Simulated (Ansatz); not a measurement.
Y10Al3Ru: ¹⁰¹Ru nuclear quadrupole resonance

Cell: a measured structure from the Crystallography Open Database (COD), its atoms then relaxed with PBE in this cell.

```xyz
28
Lattice="9.5888 0.0000 0.0000 -4.7944 8.3041 0.0000 0.0000 0.0000 9.5942" Properties=species:S:1:pos:R:3 pbc="T T T"
Y     0.0000    3.4457    0.5706
Y     6.6047    1.7229    5.3677
Y     1.8103    6.5813    0.5706
Y     4.7944    4.8584    5.3677
Y    -1.8103    6.5813    0.5706
Y     2.9841    1.7229    5.3677
Y     1.8103    6.5813    4.2265
Y     6.6047    1.7229    9.0236
Y     0.0000    3.4457    4.2265
Y     2.9841    1.7229    9.0236
Y    -1.8103    6.5813    4.2265
Y     4.7944    4.8584    9.0236
Y     4.7944    0.6724    2.3986
Y     1.8149    4.4883    7.1957
Y     6.6093    3.8159    2.3986
Y     0.0000    7.6317    7.1957
Y     2.9795    3.8159    2.3986
Y    -1.8149    4.4883    7.1957
Y     0.0000    0.0000    0.0000
Y     0.0000    0.0000    4.7971
Al    1.6231    0.9371    2.3986
Al    0.0000    1.8742    7.1957
Al    7.9657    0.9371    2.3986
Al    3.1713    7.3671    7.1957
Al    4.7944    6.4300    2.3986
Al   -3.1713    7.3671    7.1957
Ru    0.0000    5.5361    2.3986
Ru    4.7944    2.7680    7.1957
```

Sites (sets of like atoms) are named by element and the number of their first atom in this list.

Level of theory: DFT, PBE, plane waves and PAW, scalar-relativistic, 550 eV cutoff, Γ-centred 4×4×4 k-points, Fermi–Dirac smearing 0.05 eV (Ansatz 0.2.0).

¹⁰¹Ru: I = 5/2, Q = 457.0 mb (year-2017 value). Static lattice, zero field.

Problem. At which frequencies do the ¹⁰¹Ru NQR lines lie?

Solution. For I = 5/2 and η = 0 the lines are 3|C_Q|/20 and twice that; η pulls their ratio below 2.

```
site   atoms  V_zz (10²¹ V/m²)  C_Q (MHz)     η  line frequencies (MHz)
  Ru  27, 28              7.94       87.8  0.00              13.2, 26.3
```

Problem. And for ⁹⁹Ru (I = 5/2, Q = 79.00 mb) on Ru?

Solution. C_Q scales with Q to 15.2 MHz, with lines at 2.28, 4.55 MHz.

An axis of threefold or higher order runs through Ru, so V_zz lies along it and η is zero.

With no gap above 0.1 eV, as in a metal, the gradients converge slowly in k; expect changes of a tenth or more on a denser mesh. Without spin–orbit coupling (the program notes it for Ru and Y) the gradients can shift somewhat, as the gap is small. With these PAW files V_zz is typically within 2 to 3 % of all-electron values, but misses above 10 % occur on Ru.

The run took 2.3 min of wall time (4.6 min of CPU time) and 3.1 GiB at its peak, on 2 threads of Arm Neoverse V1 (aarch64; 8 cores open to the job, memory cap 5.0 GiB, no GPU), a shared host with a load of 0.6 a core.
